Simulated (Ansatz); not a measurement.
Input for Ansatz (plane-wave DFT, PAW):

```yaml
crystal:
  lattice:
    - [6.2014901195, 0.0, 0.0]
    - [0.0, 6.2014901195, 0.0]
    - [0.0, 0.0, 23.1795115475]
  atoms:
    - { symbol: Ta, position: [0.5, 0.5, 0.3451323805] }
    - { symbol: Ta, position: [0.5, 0.0, 0.3451323805] }
    - { symbol: Ta, position: [0.0, 0.5, 0.3451323805] }
    - { symbol: Ta, position: [0.0, 0.0, 0.3451323805] }
    - { symbol: "N", position: [0.25, 0.25, 0.3451323805] }
    - { symbol: "N", position: [0.25, 0.75, 0.3451323805] }
    - { symbol: "N", position: [0.75, 0.25, 0.3451323805] }
    - { symbol: "N", position: [0.75, 0.75, 0.3451323805] }
    - { symbol: Ta, position: [0.75, 0.75, 0.442724105] }
    - { symbol: Ta, position: [0.75, 0.25, 0.442724105] }
    - { symbol: Ta, position: [0.25, 0.75, 0.442724105] }
    - { symbol: Ta, position: [0.25, 0.25, 0.442724105] }
    - { symbol: "N", position: [0.5, 0.5, 0.4381108479] }
    - { symbol: "N", position: [0.5, 0.0, 0.4381108479] }
    - { symbol: "N", position: [0.0, 0.5, 0.4381108479] }
    - { symbol: "N", position: [0.0, 0.0, 0.4381108479] }
    - { symbol: Ta, position: [0.0, 0.0, 0.5311595348] }
    - { symbol: Ta, position: [0.0, 0.5, 0.5311595348] }
    - { symbol: Ta, position: [0.5, 0.0, 0.5311595348] }
    - { symbol: Ta, position: [0.5, 0.5, 0.5311595348] }
    - { symbol: "N", position: [0.75, 0.75, 0.544716743] }
    - { symbol: "N", position: [0.75, 0.25, 0.544716743] }
    - { symbol: "N", position: [0.25, 0.75, 0.544716743] }
    - { symbol: "N", position: [0.25, 0.25, 0.544716743] }
    - { symbol: C, position: [0.25, 0.5, 0.6197830358] }
    - { symbol: F, position: [0.3870300749, 0.3994029147, 0.6540545013] }
    - { symbol: F, position: [0.1129699251, 0.6005970853, 0.6540545013] }
basis:
  ecutwfc: 420
kpoints:
  mp_grid: { grid: [3, 3, 1] }
hamiltonian:
  xc: pbe
  dispersion: d3bj
scf:
  occupations: { method: gaussian, width: 0.1 }
output:
  forces: true
  eigenvalues: true
  write_density: true
  write_potential: true
  elf: true
  volumetric_format: npy
relax:
  adjacent_minimum: "off"
  f_tol: 0.04
  max_steps: 100
  constraints: [{ sites: [0, 1, 2, 3, 4, 5, 6, 7] }]
efield:
  axis: 3
  dipole_correction: true
  ramp_width: 0.04
```

Run as
```bash
ansatz run input.yaml --threads 4 --pin off --max-ram 10240MiB --backend cpu --events-out ev --progress --plain --runs-dir out
```

Theory: DFT PBE+D3(BJ), scalar-relativistic, plane waves, PAW in Ansatz 0.2.0.

From the run's log, abridged (iterations and final results):

```
SCF iter   1: F=—  HF=-125680.711072 eV  |F-HF|=—  |Δ(HF+E_count)|=         —  Δρ=1.37e-2  dr2=2.14e1  ethr=1.77e-3  p=0.134 e·Å  D=2.71e-2 V/Å  ΔV_dip=-0.63 eV  dr2_dipole=8.66e0  V_vac-E_F(+/−)=3.08/3.71 eV  ⟨swp⟩=8.4  Hψ=3770  notcnv=0
efield: sawtooth ramp at fractional position 0.9796 (placed from the atoms, in the widest stretch of the axis that holds none; the zero of the levels goes with the place), width 0.0400; the density the first Hamiltonian is built on has a dipole p = 0.134 e·Å; the dipole correction subtracts the counter field D = 2.71e-2 V/Å, which shifts the + side's vacuum level by -0.63 eV against the − side's; the planar-averaged density in the ramp window peaks in size at 2.7e-5 e/Å³
SCF iter   2: F=—  HF=-125680.016334 eV  |F-HF|=—  |Δ(HF+E_count)|=   6.95e-1  Δρ=6.51e-3  dr2=1.14e0  ethr=1.77e-3  p=-0.072 e·Å  D=-1.45e-2 V/Å  ΔV_dip=0.34 eV  dr2_dipole=2.70e-1  V_vac-E_F(+/−)=4.10/3.76 eV  ⟨swp⟩=2.6  Hψ=1019  notcnv=0  defer=73
SCF iter   3: F=—  HF=-125679.994497 eV  |F-HF|=—  |Δ(HF+E_count)|=   2.18e-2  Δρ=1.35e-3  dr2=3.99e-2  ethr=4.87e-4  p=-0.058 e·Å  D=-1.18e-2 V/Å  ΔV_dip=0.27 eV  dr2_dipole=6.57e-3  V_vac-E_F(+/−)=4.05/3.78 eV  ⟨swp⟩=2.2  Hψ=955  notcnv=0  defer=77
SCF iter   4: F=—  HF=-125679.996810 eV  |F-HF|=—  |Δ(HF+E_count)|=   2.31e-3  Δρ=4.02e-4  dr2=5.44e-3  ethr=1.71e-5  p=-0.050 e·Å  D=-1.01e-2 V/Å  ΔV_dip=0.23 eV  dr2_dipole=6.60e-4  V_vac-E_F(+/−)=4.05/3.82 eV  ⟨swp⟩=2.0  Hψ=1142  notcnv=0  defer=71
SCF iter   5: F=—  HF=-125679.996854 eV  |F-HF|=—  |Δ(HF+E_count)|=   4.39e-5  Δρ=1.53e-4  dr2=5.88e-4  ethr=2.32e-6  p=-0.047 e·Å  D=-9.63e-3 V/Å  ΔV_dip=0.22 eV  dr2_dipole=2.09e-5  V_vac-E_F(+/−)=4.07/3.84 eV  ⟨swp⟩=2.0  Hψ=953  notcnv=0  defer=71
SCF iter   6: F=—  HF=-125679.996868 eV  |F-HF|=—  |Δ(HF+E_count)|=   1.38e-5  Δρ=5.63e-5  dr2=7.73e-5  ethr=2.51e-7  p=-0.044 e·Å  D=-9.03e-3 V/Å  ΔV_dip=0.21 eV  dr2_dipole=7.07e-6  V_vac-E_F(+/−)=4.07/3.86 eV  ⟨swp⟩=3.8  Hψ=1418  notcnv=0  defer=71
SCF iter   7: F=-125679.996876 eV  HF=-125679.996876 eV  |F-HF|=8.53e-8  |Δ(HF+E_count)|=   8.42e-6  Δρ=1.74e-5  dr2=6.54e-6  ethr=1.71e-8  p=-0.044 e·Å  D=-8.87e-3 V/Å  ΔV_dip=0.21 eV  dr2_dipole=1.13e-7  V_vac-E_F(+/−)=4.07/3.86 eV  ⟨swp⟩=29.6  Hψ=9486  notcnv=0
SCF 1 converged in 7 iterations: F = -125679.996876 eV  dr2 = 6.54e-6
relax step   1: F+E_penalty+E_count = -125679.99687638 eV  Δ(F+E_penalty+E_count) = +0.000e0 eV  max|allowed force component| = 1.641e0 eV/Å  Δτ_max = 0.0000 Å  (7 SCF iters, dr2 threshold 4.00e-5 eV, accepted)
Initial density: handed on by an earlier stage of this run
Initial wavefunctions: those handed on with the density
SCF iter   1: F=—  HF=-125681.178611 eV  |F-HF|=—  |Δ(HF+E_count)|=         —  Δρ=1.53e-2  dr2=2.99e0  ethr=1.27e-3  p=-0.044 e·Å  D=-8.88e-3 V/Å  ΔV_dip=0.21 eV  dr2_dipole=6.53e-1  V_vac-E_F(+/−)=4.09/3.88 eV  ⟨swp⟩=1.0  Hψ=2617  notcnv=0  defer=81
efield: sawtooth ramp at fractional position 0.9796 (handed on by an earlier solve), width 0.0400; the density the first Hamiltonian is built on has a dipole p = -0.044 e·Å; the dipole correction subtracts the counter field D = -8.88e-3 V/Å, which shifts the + side's vacuum level by +0.21 eV against the − side's; the planar-averaged density in the ramp window peaks in size at 1.2e-6 e/Å³
SCF iter   2: F=—  HF=-125680.936544 eV  |F-HF|=—  |Δ(HF+E_count)|=   2.42e-1  Δρ=5.50e-3  dr2=5.30e-1  ethr=1.27e-3  p=-0.173 e·Å  D=-3.50e-2 V/Å  ΔV_dip=0.81 eV  dr2_dipole=1.26e-1  V_vac-E_F(+/−)=4.67/3.86 eV  ⟨swp⟩=2.8  Hψ=1042  notcnv=0  defer=81
SCF iter   3: F=—  HF=-125680.935154 eV  |F-HF|=—  |Δ(HF+E_count)|=   1.39e-3  Δρ=1.46e-3  dr2=6.85e-2  ethr=2.26e-4  p=-0.140 e·Å  D=-2.85e-2 V/Å  ΔV_dip=0.66 eV  dr2_dipole=1.81e-2  V_vac-E_F(+/−)=4.52/3.86 eV  ⟨swp⟩=2.2  Hψ=1164  notcnv=0  defer=76
SCF iter   4: F=—  HF=-125680.931586 eV  |F-HF|=—  |Δ(HF+E_count)|=   3.57e-3  Δρ=3.74e-4  dr2=2.70e-3  ethr=2.93e-5  p=-0.148 e·Å  D=-3.01e-2 V/Å  ΔV_dip=0.70 eV  dr2_dipole=7.12e-4  V_vac-E_F(+/−)=4.54/3.85 eV  ⟨swp⟩=2.0  Hψ=949  notcnv=0  defer=76
SCF iter   5: F=—  HF=-125680.931502 eV  |F-HF|=—  |Δ(HF+E_count)|=   8.38e-5  Δρ=9.88e-5  dr2=2.16e-4  ethr=1.15e-6  p=-0.151 e·Å  D=-3.07e-2 V/Å  ΔV_dip=0.71 eV  dr2_dipole=4.18e-5  V_vac-E_F(+/−)=4.56/3.84 eV  ⟨swp⟩=2.8  Hψ=992  notcnv=0  defer=76
SCF iter   6: F=-125680.931540 eV  HF=-125680.931551 eV  |F-HF|=1.09e-5  |Δ(HF+E_count)|=   4.90e-5  Δρ=3.55e-5  dr2=2.95e-5  ethr=4.27e-8  p=-0.152 e·Å  D=-3.08e-2 V/Å  ΔV_dip=0.71 eV  dr2_dipole=6.25e-6  V_vac-E_F(+/−)=4.55/3.84 eV  ⟨swp⟩=27.6  Hψ=9637  notcnv=0
SCF 2 converged in 6 iterations: F = -125680.931540 eV  dr2 = 2.95e-5
relax step   2: F+E_penalty+E_count = -125680.93153979 eV  Δ(F+E_penalty+E_count) = -9.347e-1 eV  max|allowed force component| = 9.080e-1 eV/Å  Δτ_max = 0.1986 Å  (6 SCF iters, dr2 threshold 1.00e-4 eV, accepted)
SCF iter   1: F=—  HF=-125681.562561 eV  |F-HF|=—  |Δ(HF+E_count)|=         —  Δρ=1.09e-2  dr2=1.39e0  ethr=5.89e-4  p=-0.152 e·Å  D=-3.08e-2 V/Å  ΔV_dip=0.71 eV  dr2_dipole=4.07e-1  V_vac-E_F(+/−)=4.58/3.87 eV  ⟨swp⟩=1.0  Hψ=2585  notcnv=0  defer=76
efield: sawtooth ramp at fractional position 0.9796 (handed on by an earlier solve), width 0.0400; the density the first Hamiltonian is built on has a dipole p = -0.152 e·Å; the dipole correction subtracts the counter field D = -3.08e-2 V/Å, which shifts the + side's vacuum level by +0.71 eV against the − side's; the planar-averaged density in the ramp window peaks in size at 2.4e-6 e/Å³
SCF iter   2: F=—  HF=-125681.440776 eV  |F-HF|=—  |Δ(HF+E_count)|=   1.22e-1  Δρ=3.58e-3  dr2=1.56e-1  ethr=5.89e-4  p=-0.259 e·Å  D=-5.27e-2 V/Å  ΔV_dip=1.22 eV  dr2_dipole=1.40e-2  V_vac-E_F(+/−)=5.05/3.83 eV  ⟨swp⟩=2.0  Hψ=1027  notcnv=0  defer=76
SCF iter   3: F=—  HF=-125681.437884 eV  |F-HF|=—  |Δ(HF+E_count)|=   2.89e-3  Δρ=1.09e-3  dr2=3.05e-2  ethr=6.67e-5  p=-0.249 e·Å  D=-5.06e-2 V/Å  ΔV_dip=1.17 eV  dr2_dipole=9.42e-3  V_vac-E_F(+/−)=4.99/3.82 eV  ⟨swp⟩=2.0  Hψ=1195  notcnv=0  defer=77
SCF iter   4: F=—  HF=-125681.435244 eV  |F-HF|=—  |Δ(HF+E_count)|=   2.64e-3  Δρ=2.74e-4  dr2=2.50e-3  ethr=1.30e-5  p=-0.254 e·Å  D=-5.15e-2 V/Å  ΔV_dip=1.19 eV  dr2_dipole=9.33e-4  V_vac-E_F(+/−)=5.01/3.81 eV  ⟨swp⟩=2.0  Hψ=952  notcnv=0  defer=77
SCF iter   5: F=—  HF=-125681.435122 eV  |F-HF|=—  |Δ(HF+E_count)|=   1.22e-4  Δρ=8.58e-5  dr2=2.19e-4  ethr=1.07e-6  p=-0.258 e·Å  D=-5.23e-2 V/Å  ΔV_dip=1.21 eV  dr2_dipole=3.70e-5  V_vac-E_F(+/−)=5.02/3.81 eV  ⟨swp⟩=2.8  Hψ=951  notcnv=0  defer=77
SCF iter   6: F=-125681.435120 eV  HF=-125681.435145 eV  |F-HF|=2.42e-5  |Δ(HF+E_count)|=   2.30e-5  Δρ=2.80e-5  dr2=3.23e-5  ethr=2.20e-8  p=-0.257 e·Å  D=-5.23e-2 V/Å  ΔV_dip=1.21 eV  dr2_dipole=1.04e-5  V_vac-E_F(+/−)=5.02/3.80 eV  ⟨swp⟩=26.6  Hψ=9415  notcnv=0
   ...
SCF iter   6: F=—  HF=-125682.493403 eV  |F-HF|=—  |Δ(HF+E_count)|=   2.14e-6  Δρ=2.03e-5  dr2=1.96e-5  ethr=2.85e-8  p=-0.374 e·Å  D=-7.60e-2 V/Å  ΔV_dip=1.76 eV  dr2_dipole=5.55e-6  V_vac-E_F(+/−)=5.32/3.56 eV  ⟨swp⟩=2.4  Hψ=988  notcnv=0  defer=82
SCF iter   7: F=-125682.493402 eV  HF=-125682.493402 eV  |F-HF|=5.32e-7  |Δ(HF+E_count)|=   8.61e-7  Δρ=8.01e-6  dr2=9.56e-7  ethr=6.93e-10  p=-0.375 e·Å  D=-7.61e-2 V/Å  ΔV_dip=1.77 eV  dr2_dipole=1.42e-7  V_vac-E_F(+/−)=5.32/3.56 eV  ⟨swp⟩=25.8  Hψ=8461  notcnv=0
SCF 11 converged in 7 iterations: F = -125682.493402 eV  dr2 = 9.56e-7
relax step  11: F+E_penalty+E_count = -125682.49340234 eV  Δ(F+E_penalty+E_count) = +1.412e-4 eV  max|allowed force component| = 1.810e-1 eV/Å  Δτ_max = 0.0370 Å  (7 SCF iters, dr2 threshold 1.62e-6 eV, rejected (line search))
SCF iter   1: F=—  HF=-125682.505806 eV  |F-HF|=—  |Δ(HF+E_count)|=         —  Δρ=1.73e-3  dr2=4.18e-2  ethr=1.78e-4  p=-0.375 e·Å  D=-7.61e-2 V/Å  ΔV_dip=1.77 eV  dr2_dipole=1.90e-3  V_vac-E_F(+/−)=5.31/3.55 eV  ⟨swp⟩=2.0  Hψ=1253  notcnv=0  defer=81
efield: sawtooth ramp at fractional position 0.9796 (handed on by an earlier solve), width 0.0400; the density the first Hamiltonian is built on has a dipole p = -0.375 e·Å; the dipole correction subtracts the counter field D = -7.61e-2 V/Å, which shifts the + side's vacuum level by +1.77 eV against the − side's; the planar-averaged density in the ramp window peaks in size at 4.7e-6 e/Å³
SCF iter   2: F=—  HF=-125682.501436 eV  |F-HF|=—  |Δ(HF+E_count)|=   4.37e-3  Δρ=6.39e-4  dr2=7.55e-3  ethr=1.79e-5  p=-0.369 e·Å  D=-7.49e-2 V/Å  ΔV_dip=1.74 eV  dr2_dipole=5.77e-4  V_vac-E_F(+/−)=5.31/3.58 eV  ⟨swp⟩=2.2  Hψ=1155  notcnv=0  defer=81
SCF iter   3: F=—  HF=-125682.500697 eV  |F-HF|=—  |Δ(HF+E_count)|=   7.39e-4  Δρ=2.90e-4  dr2=2.03e-3  ethr=3.23e-6  p=-0.367 e·Å  D=-7.45e-2 V/Å  ΔV_dip=1.73 eV  dr2_dipole=3.33e-5  V_vac-E_F(+/−)=5.30/3.58 eV  ⟨swp⟩=3.0  Hψ=1165  notcnv=0  defer=81
SCF iter   4: F=—  HF=-125682.500385 eV  |F-HF|=—  |Δ(HF+E_count)|=   3.12e-4  Δρ=8.30e-5  dr2=2.45e-4  ethr=8.66e-7  p=-0.366 e·Å  D=-7.42e-2 V/Å  ΔV_dip=1.72 eV  dr2_dipole=4.82e-5  V_vac-E_F(+/−)=5.31/3.58 eV  ⟨swp⟩=3.4  Hψ=1182  notcnv=0  defer=81
SCF iter   5: F=—  HF=-125682.500353 eV  |F-HF|=—  |Δ(HF+E_count)|=   3.17e-5  Δρ=2.17e-5  dr2=2.52e-5  ethr=1.05e-7  p=-0.365 e·Å  D=-7.41e-2 V/Å  ΔV_dip=1.72 eV  dr2_dipole=1.02e-5  V_vac-E_F(+/−)=5.31/3.59 eV  ⟨swp⟩=2.6  Hψ=1125  notcnv=0  defer=81
SCF iter   6: F=—  HF=-125682.500104 eV  |F-HF|=—  |Δ(HF+E_count)|=   2.49e-4  Δρ=1.21e-5  dr2=6.78e-6  ethr=1.08e-8  p=-0.364 e·Å  D=-7.40e-2 V/Å  ΔV_dip=1.71 eV  dr2_dipole=1.93e-6  V_vac-E_F(+/−)=5.31/3.59 eV  ⟨swp⟩=3.2  Hψ=1313  notcnv=0  defer=81
SCF iter   7: F=—  HF=-125682.500104 eV  |F-HF|=—  |Δ(HF+E_count)|=   2.74e-7  Δρ=4.60e-6  dr2=3.35e-7  ethr=2.90e-9  p=-0.364 e·Å  D=-7.39e-2 V/Å  ΔV_dip=1.71 eV  dr2_dipole=4.57e-8  V_vac-E_F(+/−)=5.31/3.59 eV  ⟨swp⟩=2.0  Hψ=809  notcnv=0  defer=81
SCF iter   8: F=-125682.500104 eV  HF=-125682.500104 eV  |F-HF|=5.15e-8  |Δ(HF+E_count)|=   3.99e-7  Δρ=2.01e-6  dr2=7.14e-8  ethr=4.27e-11  p=-0.364 e·Å  D=-7.39e-2 V/Å  ΔV_dip=1.71 eV  dr2_dipole=5.10e-10  V_vac-E_F(+/−)=5.31/3.59 eV  ⟨swp⟩=24.4  Hψ=7454  notcnv=0
SCF 12 converged in 8 iterations: F = -125682.500104 eV  dr2 = 7.14e-8
relax step  12: F+E_penalty+E_count = -125682.50010444 eV  Δ(F+E_penalty+E_count) = -6.561e-3 eV  max|allowed force component| = 3.436e-2 eV/Å  Δτ_max = 0.0180 Å  (8 SCF iters, accepted)
WARN: The output density's exchange-correlation potential varies sharply where the density is thin. Do not read a vacuum level from v_tot or v_xc, or from such a field of the output density. On a cell that repeats whose density bears no net charge and no dipole along the vacuum's axis use v_es (v_loc + v_h of the components); under efield.dipole_correction with no amplitude use v_es + v_field, which holds any external_charges[].barrier, or the levels of the report's work_function block, which leave it out; under a non-zero efield.amplitude the vacuum is tilted and has no level; on a cell that repeats and bears such a dipole with no correction it is tilted too, and efield.dipole_correction wi ...
SCF converged after 8 iterations
Free energy (F): -125682.500104 eV
Harris-Foulkes:  -125682.500104 eV  (|F-HF|=5.15e-8)
Internal energy: -125682.436787 eV  (E = F + TS)
E sigma→0 (E₀):  -125682.468446 eV
Entropy (-TS):   -0.063317 eV (-2.345 meV/atom)
Fermi energy:    3.269163 eV
Dipole field:    D = -0.073859 V/Å  (p = -0.363861 e·Å, saw-weighted, corrected)
Work function:   Φ+ = 5.3057 eV   Φ− = 3.5937 eV
Levels:          The Fermi level and band energies are counted from a zero that moves with the ramp; work functions are not
--- Per-component energies (eV) ---
  E_band       = -4524.774863
  E_kinetic    = 6460.828763
  E_local      = -240301.909643  (includes V_loc(G=0)·N_el)
  E_nonlocal   = 890.635037
  E_hartree    = 116897.164871
  E_xc         = -3548.365942
  E_vxc        = -3627.341381  (∫ρ·V_xc dr)
  E_paw        = -102785.835794  (= ΣΔE_a)
  E_vpaw       = -1723.502610  (= ΣTr[D̂ρ^β])
  E_aug_tail   = 0.006967  (compensation charges beyond the density's cutoff)
  E_efield     = 0.013437  (sawtooth field / dipole correction)
  E_vefield    = -17.855631  (∫n·V_field dr)
  E_ewald      = 96712.720684
  E_disp       = -7.695167  (pairwise vdW)
  E_smearing   = -0.063317  (= −TS)
--- Forces (eV/Å), atoms counted from 1 ---
  atom   1  Ta    -0.43621952     0.01075453     1.29372401
  atom   2  Ta     0.31268608    -0.02644313     1.98886179
  atom   3  Ta     0.43621952    -0.01075453     1.29372401
  atom   4  Ta    -0.31268608     0.02644313     1.98886179
  atom   5  N      0.02158130    -0.11229016    -2.13146682
  atom   6  N     -0.02158130     0.11229016    -2.13146682
  atom   7  N      0.00941803    -0.26017691    -1.18253506
  atom   8  N     -0.00941803     0.26017691    -1.18253506
  atom   9  Ta     0.00865266     0.03435734     0.00953133
  atom  10  Ta    -0.00865266    -0.03435734     0.00953133
  atom  11  Ta    -0.01029505     0.00473334     0.01336448
  atom  12  Ta     0.01029505    -0.00473334     0.01336448
  atom  13  N      0.02488825     0.01779058    -0.00170256
  atom  14  N     -0.01475164    -0.01271893     0.00121000
  atom  15  N     -0.02488825    -0.01779058    -0.00170256
  atom  16  N      0.01475164     0.01271893     0.00121000
  atom  17  Ta     0.02783801    -0.00628060     0.01619240
  atom  18  Ta     0.00814843    -0.00841176     0.02079268
  atom  19  Ta    -0.02783801     0.00628060     0.01619240
  atom  20  Ta    -0.00814843     0.00841176     0.02079268
  atom  21  N     -0.00392890    -0.00594314    -0.00925031
  atom  22  N      0.00392890     0.00594314    -0.00925031
  atom  23  N     -0.00584859     0.00167280    -0.03193930
  atom  24  N      0.00584859    -0.00167280    -0.03193930
  atom  25  C      0.00000000     0.00000000    -0.01710602
  atom  26  F      0.00324054     0.00306019     0.02187995
  atom  27  F     -0.00324054    -0.00306019     0.02187995
--- Band table (eV; the first three rows and the last of 5) ---
  k-point 0: bands = ["-66.3425", "-66.3235", "-66.0786", "-66.0591", "-65.9356", "-65.9101", "-65.9056", "-65.8827", "-65.5405", "-65.4955", "-65.4509", "-65.4231", "-33.1171", "-33.0768", "-33.0288", "-33.0056", "-32.9690", "-32.9286", "-32.8690", "-32.7955", "-32.7844", "-32.7713", "-32.7164", "-32.6938", "-32.6720", "-32.6428", "-32.6222", "-32.5568", "-32.4921", "-32.4885", "-32.4211", "-32.4017", "-32.3573", "-32.3437", "-32.3044", "-32.2778", "-32.2245", "-32.2053", "-32.2002", "-32.1356", "-32.1140", "-32.0989", "-31.9448", "-31.9421", "-31.9188", "-31.9160", "-31.8335", "-31.8039", "-23.0504", "-21.6568", "-14.6909", "-13.7206", "-13.6026", "-13.2352", "-13.1705", "-12.8922", "-12.7 ...
  k-point 1: bands = ["-66.3422", "-66.3233", "-66.0789", "-66.0593", "-65.9331", "-65.9081", "-65.9077", "-65.8851", "-65.5389", "-65.4974", "-65.4476", "-65.4262", "-33.1024", "-33.0174", "-32.9934", "-32.9814", "-32.9229", "-32.8864", "-32.8303", "-32.7719", "-32.7571", "-32.7453", "-32.7187", "-32.6843", "-32.6756", "-32.6551", "-32.6270", "-32.5902", "-32.5740", "-32.4886", "-32.4525", "-32.4449", "-32.4147", "-32.3564", "-32.3149", "-32.2692", "-32.2327", "-32.1967", "-32.1832", "-32.1417", "-32.1048", "-32.0930", "-31.9443", "-31.9392", "-31.9176", "-31.9162", "-31.8987", "-31.8735", "-23.0494", "-21.6583", "-14.2997", "-13.4920", "-13.4136", "-13.2543", "-12.9739", "-12.9280", "-12.8 ...
  k-point 2: bands = ["-66.3377", "-66.3283", "-66.0737", "-66.0640", "-65.9314", "-65.9157", "-65.9002", "-65.8867", "-65.5399", "-65.4946", "-65.4515", "-65.4240", "-33.0491", "-33.0475", "-33.0051", "-32.9921", "-32.9721", "-32.8672", "-32.8248", "-32.7693", "-32.7608", "-32.7459", "-32.7173", "-32.6957", "-32.6847", "-32.6671", "-32.6324", "-32.5401", "-32.5242", "-32.5061", "-32.4584", "-32.4401", "-32.3723", "-32.3256", "-32.3130", "-32.2886", "-32.2801", "-32.1931", "-32.1912", "-32.1512", "-32.1074", "-32.0813", "-32.0239", "-32.0080", "-31.9409", "-31.9029", "-31.8255", "-31.8098", "-23.0503", "-21.6568", "-14.2947", "-13.5356", "-13.3584", "-13.2573", "-13.0336", "-12.9283", "-12.8 ...
  k-point 4: bands = ["-66.3375", "-66.3280", "-66.0740", "-66.0642", "-65.9293", "-65.9123", "-65.9037", "-65.8887", "-65.5383", "-65.4963", "-65.4486", "-65.4268", "-33.0370", "-32.9984", "-32.9616", "-32.9541", "-32.9057", "-32.8482", "-32.7931", "-32.7549", "-32.7384", "-32.7080", "-32.6964", "-32.6778", "-32.6669", "-32.6562", "-32.6371", "-32.6131", "-32.5998", "-32.5340", "-32.4601", "-32.4502", "-32.4312", "-32.3938", "-32.3506", "-32.2963", "-32.2610", "-32.1983", "-32.1789", "-32.1528", "-32.0940", "-32.0796", "-32.0222", "-32.0069", "-31.9319", "-31.9063", "-31.8890", "-31.8722", "-23.0493", "-21.6583", "-14.0112", "-13.4937", "-13.4092", "-13.2671", "-13.0233", "-12.8191", "-12.6 ...
--- Relaxed structure (12 steps of the walk, 9 accepted, 0 SCFs on fresh bases) ---
  F+E_penalty+E_count = -125682.50010444 eV   max|allowed force component| = 3.436e-2 eV/Å
  atoms:
    - { symbol: Ta, position: [0.5, 0.5, 0.34513238] }
    - { symbol: Ta, position: [0.5, 0.0, 0.34513238] }
    - { symbol: Ta, position: [0.0, 0.5, 0.34513238] }
    - { symbol: Ta, position: [0.0, 0.0, 0.34513238] }
    - { symbol: N, position: [0.25, 0.25, 0.34513238] }
    - { symbol: N, position: [0.25, 0.75, 0.34513238] }
    - { symbol: N, position: [0.75, 0.25, 0.34513238] }
    - { symbol: N, position: [0.75, 0.75, 0.34513238] }
    - { symbol: Ta, position: [0.74921719, 0.76826325, 0.44252693] }
    - { symbol: Ta, position: [0.75078280, 0.23173674, 0.44252693] }
    - { symbol: Ta, position: [0.25114517, 0.72112268, 0.43763557] }
    - { symbol: Ta, position: [0.24885482, 0.27887731, 0.43763557] }
    - { symbol: N, position: [0.52754453, 0.49831309, 0.43683941] }
    - { symbol: N, position: [0.47312440, 0.00169020, 0.43652556] }
    - { symbol: N, position: [-0.02754453, 0.50168690, 0.43683941] }
    - { symbol: N, position: [0.02687559, -0.00169020, 0.43652556] }
    - { symbol: Ta, position: [-0.01286446, 0.00046755, 0.52720796] }
    - { symbol: Ta, position: [0.01216061, 0.49998588, 0.53730711] }
    - { symbol: Ta, position: [0.51286446, -0.00046755, 0.52720796] }
    - { symbol: Ta, position: [0.48783938, 0.50001411, 0.53730711] }
    - { symbol: N, position: [0.75023025, 0.74364443, 0.54504366] }
    - { symbol: N, position: [0.74976974, 0.25635556, 0.54504366] }
    - { symbol: N, position: [0.24984456, 0.76707913, 0.53132634] }
    - { symbol: N, position: [0.25015543, 0.23292086, 0.53132634] }
    - { symbol: C, position: [0.25, 0.5, 0.61331968] }
    - { symbol: F, position: [0.24976288, 0.32282067, 0.64983882] }
    - { symbol: F, position: [0.25023711, 0.67717932, 0.64983882] }
```

The relaxation met its thresholds.

It took 5.9 min on 4 threads of Intel(R) Xeon(R) Processor @ 2.70GHz, with other jobs on the host, peak memory 2.7 GiB.

Spin–orbit coupling is left out, which can shift energies with elements as heavy as these.